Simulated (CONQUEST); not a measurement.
A self-consistent single point of CdS (F-43m, 8 atoms in the cell; from Materials Project mp-2469, changed as shown).

```xyz
8
Lattice="5.6528 0.0000 0.0000 0.0000 5.6528 0.0000 0.0000 0.0000 5.6528" Properties=species:S:1:pos:R:3 pbc="T T T"
Cd     0.0000     0.0000     0.0000
Cd     0.0000     2.8264     2.8264
Cd     2.8264     0.0000     2.8264
Cd     2.8264     2.8264     0.0000
S      1.4132     1.4132     4.2396
S      1.4132     4.2396     1.4132
S      4.2396     1.4132     1.4132
S      4.2396     4.2396     4.2396
```

Method: PBE, numerical atomic orbitals double-zeta with polarisation (the shipped basis), PseudoDojo norm-conserving potentials made for PBE in CONQUEST.

CONQUEST settings:

| key | value |
|---|---|
| basis | DZP |
| Diag.MPMeshX, Y, Z | 6 6 6 |
| potentials | PseudoDojo norm-conserving PBE |
| Grid.GridCutoff | 175 Ha |
| DM.SolutionMethod | diagon |
| Diag.kT | 0.000735 Ha |
| Diag.GammaCentred | true |
| minE.SCTolerance | 1.0e-07 |
| SC.MaxIters | 100 |
| SC.LinearMixingFactor | 0.5 |
| AtomMove.TypeOfRun | static |

Problem. Estimate, at this level of theory: gap on the k-point mesh and pressure.

Solution. The run gave:

| Item | Result |
|---|---|
| Gap on the k-point mesh | 1.58 eV |
| Pressure | 11.82 GPa |

Gaps are taken between levels on the mesh.

For comparison: a first run was changed to give this one (lattice scaled by 0.98), and from it to this one the free energy goes up by 78.8 meV/atom, the pressure goes from 6.34 to 11.82 GPa and the gap on the mesh goes from 1.411 to 1.577 eV.

The program uses no crystal symmetry, so grid and mesh can part values that symmetry would make equal. The atom-centred basis is finite, which shifts total energies, pressures and gaps against plane waves. The structure comes from a collection of computed structures, made at another level of theory; the collection holds predicted forms beside known ones. Its lattice was then scaled.

Cost on one core: about 2.6 core-minutes (a rough figure).
